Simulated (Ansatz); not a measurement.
**Relaxing zirconium (simple cubic)**

The calculation used DFT, BLYP, plane waves (420 eV) with PAW, scalar-relativistic (Ansatz). (PAW data from PBE, frozen cores regenerated.)

k-point mesh 11×11×11, Fermi-Dirac smearing 0.1 eV, no spin polarisation. Cell and atoms relax.

Starting structure:

```
Zr
1.0
     2.92959    0.00000    0.00000
     0.00000    2.92959    0.00000
     0.00000    0.00000    2.92959
Zr
1
Direct
  0.00000 0.00000 0.00000
```

**Question.** The pressure at the start is 2.2 GPa. By how much does the volume change?

**Answer.** From 25.14 to 26.00 Å³ per atom, 3.4 %. The final cell has a = 2.963 Å.

**Question.** How much energy does the relaxation gain?

**Answer.** 5.7 meV per atom.
